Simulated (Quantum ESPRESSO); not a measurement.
Field gradients of Rb4Cl3F from PBE PAW (JTH datasets; density from pw.x of a modified build of Quantum ESPRESSO, gradients reconstructed from it by a script), 25 Ha, k-mesh 4×4×4 through Γ:

```
CELL_PARAMETERS angstrom
      6.55064     0.00000     0.00000
      0.00000     6.55064     0.00000
      0.00000     0.00000     6.55064
ATOMIC_POSITIONS crystal
  Rb 0.00000 0.00000 0.00000
  F  0.50000 0.00000 0.00000
  Rb 0.00000 0.50000 0.50000
  Cl 0.50000 0.50000 0.50000
  Rb 0.50000 0.00000 0.50000
  Cl 0.00000 0.00000 0.50000
  Rb 0.50000 0.50000 0.00000
  Cl 0.00000 0.50000 0.00000
```
The cell was made here from a computed Materials Project entry: one of 4 Cl replaced by F, cell and atoms relaxed (PBE without dispersion, pw.x of Quantum ESPRESSO, symmetry kept). The parent is RbCl in Fm-3m. The swapped cell is a model, not a known phase. Stability against distortions was not tested.

Vzz is the sum of three terms, each taken along its main axis: the smooth valence density, the ions (nucleus and frozen core) with the augmentation charges of all other spheres, and the all-electron minus smooth density in the atom's own sphere. The split hangs on the datasets.  Cores are frozen. Rb had no test against all-electron runs.

| site | smooth valence density | ions and other spheres | own sphere | Vzz (a.u.) |
|---|---|---|---|---|
| Rb1 (atoms 1, 5, 7) | 0.037 | -0.034 | ___ | ___ |

Task: Complete the blanks.

Result: 
- Rb1 (atoms 1, 5, 7), own sphere: 0.158
- Rb1 (atoms 1, 5, 7), Vzz (a.u.): 0.162
